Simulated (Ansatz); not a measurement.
Given:

Rb$_{2}$NbCuSe$_{4}$:
```
Rb2NbCuSe4
1.0
    0.00000     6.69869    11.88125
    2.81808     0.00000    11.88125
    2.81808     6.69869     0.00000
Rb Nb Cu Se
4 2 2 8
Direct
  0.82060   0.82060   0.17940
  0.17940   0.17940   0.82060
  0.42940   0.42940   0.07060
  0.07060   0.07060   0.42940
  0.25000   0.25000   0.25000
  0.00000   0.00000   0.00000
  0.75000   0.75000   0.75000
  0.50000   0.50000   0.50000
  0.70443   0.41021   0.09012
  0.41021   0.70443   0.79523
  0.79523   0.09012   0.41021
  0.09012   0.79523   0.70443
  0.54557   0.83979   0.15988
  0.83979   0.54557   0.45477
  0.45477   0.15988   0.83979
  0.15988   0.45477   0.54557
```

This is the LDA-relaxed structure. Cartesian axes are those of the cell as given.

**Question.** All from LDA (plane waves, PAW; program Ansatz), unless another level is named. Estimate the formation energy from the elements (no fitted shifts).

**Answer.** -0.93 eV/atom.

**Question.** Give the smallest direct gap on the standard path.

**Answer.** 1.91 eV.

**Question.** What about the weight of the valence-edge state by species (Voronoi cells)?

**Answer.** Se 70 %, Cu 24 %, Rb 4 %.

**Question.** Give the weight of the conduction-edge state by species (Voronoi cells).

**Answer.** Nb 59 %, Se 33 %, Rb 6 %, Cu 2 %.

**Question.** And the valence-band maximum?

**Answer.** off the standard path, at k = (0.458, 0.240, -0.302).

**Question.** What about the conduction-band minimum?

**Answer.** on the Z–Γ line, 4 % of the way from Z (k = 0.479, 0.479, 0.000) (2 equivalent valleys).

Space group Fddd. The workflow started from a Materials Project entry (that database holds measured and hypothetical structures alike); the Crystallography Open Database files this formula in space group No. 70, but the cells were not matched. Whether it is the stable phase at ambient conditions was not checked. The cell was relaxed with LDA under the symmetry of its start; its stability against distortions is not shown here. The run is not spin-polarised. The references are the lowest solids computed at this level, not always the standard phases. Spin–orbit coupling is left out wherever it is not named.

Potentials: the later of the program's two PAW sets.
